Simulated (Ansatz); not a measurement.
A relaxed structure of ZnO is spoiled in several ways and relaxed again each time (noise and exchanges are one random draw each; pressure is positive under compression). Level of theory: PBE (plane waves to 420 eV, PAW, scalar-relativistic; Ansatz, an electronic-structure program).

Space group P6₃mc (No. 186); a = b = 3.2696 Å, c = 15.9630 Å, α = β = 90.00°, γ = 120.00°

```csv
atom,site,symmetry,x,y,z
Zn,2a,3m.,0.0000,0.0000,0.4999
Zn,2b,3m.,0.3333,0.6667,0.3334
Zn,2b,3m.,0.6667,0.3333,0.1666
O,2a,3m.,0.0000,0.0000,0.3747
O,2b,3m.,0.3333,0.6667,0.2079
O,2b,3m.,0.6667,0.3333,0.0411
```

**Question.** One start gave a first pressure of +37.1 GPa and released 0.55 eV/atom. Which change was it?
A) deformed by the Cartesian strain tensor (xx, yy, zz, yz, xz, xy) = (0.092, -0.130, -0.077, 0.075, -0.087, 0.087)
B) with every coordinate shifted by Gaussian noise of σ = 0.1 Å
C) with every coordinate shifted by Gaussian noise of σ = 0.2 Å
D) shaken by Gaussian noise of σ = 0.08 Å a coordinate

**Answer.** A, deformed by the Cartesian strain tensor (xx, yy, zz, yz, xz, xy) = (0.092, -0.130, -0.077, 0.075, -0.087, 0.087). All starts:

```tsv
change	first pressure (GPa)	first V (Å³/atom)	released (eV/atom)	moves	outcome	final group	E − E(parent) (eV/atom)
with every coordinate shifted by Gaussian noise of σ = 0.1 Å	10.4	12.32	0.30	5	returns to the parent	P6₃mc	0.000
with every coordinate shifted by Gaussian noise of σ = 0.2 Å	18.0	12.32	0.54	6	returns to the parent	P6₃mc	0.000
deformed by the Cartesian strain tensor (xx, yy, zz, yz, xz, xy) = (0.092, -0.130, -0.077, 0.075, -0.087, 0.087)	37.1	10.54	0.55	15	returns to the parent	P6₃mc	0.000
shaken by Gaussian noise of σ = 0.08 Å a coordinate	3.0	12.32	0.10	4	returns to the parent	P6₃mc	0.000
```

First-step values come from each run's starting, coarser k-mesh (7×7×2, 6×8×2). The runs use different k-meshes, so differences are rounded accordingly. No spin polarisation in the result.

The first start was generated by placing the elements on the sites of a structure type. A measured structure of ZnO has the same space group, P6₃mc (No. 186); the sites were not compared with it.
